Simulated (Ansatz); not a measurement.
GaMo₃N:
```xyz
5
Lattice="4.0852 0.0000 0.0000 0.0000 4.0852 0.0000 0.0000 0.0000 4.0852" Properties=species:S:1:pos:R:3 pbc="T T T"
Ga     0.0000     0.0000     0.0000
Mo     0.0000     2.0426     2.0426
Mo     2.0426     0.0000     2.0426
Mo     2.0426     2.0426     0.0000
N      2.0426     2.0426     2.0426
```

Relaxed with r²SCAN.

Task: Give the Bader charges and basin volumes of the independent atoms, the program Ansatz at the r²SCAN level (PAW).

Result: 

| atom | Bader charge (e) | Bader volume (Å³) |
|---|---|---|
| Ga1 | -0.28 | 15.6 |
| Mo2 | +0.64 | 14.9 |
| N5 | -1.63 | 7.9 |

Space group Pm-3m (anti-perovskite). The start of the workflow was typed in or built on a structure type; neither database checked (COD, Materials Project) lists it. Its standing as an ambient phase is unchecked. Symmetry was held in the r²SCAN relaxation; its stability against distortions is not shown here. The workflow began spin-polarised and lost its moments.

Potentials: the later of the program's two PAW sets.
